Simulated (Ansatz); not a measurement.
Input:

NbSi2:
Space group P6₂22 (No. 180); a = b = 4.8129 Å, c = 6.6125 Å, α = β = 90.00°, γ = 120.00°

```tsv
atom	site	symmetry	x	y	z
Nb	3d	222	0.5000	0.0000	0.5000
Si	6j	..2	0.3182	0.1591	0.1667
```

This is the PBE-relaxed structure.

All from the program Ansatz at the PBE level (PAW), unless another level is named. Predict the electronic character.

metallic (no gap).

Give the formation energy from the elements (no fitted shifts).

-0.56 eV/atom.

Give the density of states at the Fermi level.

0.39 states/eV per atom (mean over ±0.08 eV).

And the gap with spin–orbit coupling?

none (metallic).

Space group P6_222. The PBE relaxation kept the symmetry of its start. The run is not spin-polarised. The references are the lowest solids computed at this level, not always the standard phases. Scalar-relativistic: spin–orbit coupling is off unless named, which matters more the heavier the elements.

Potentials: the later of the program's two PAW sets.
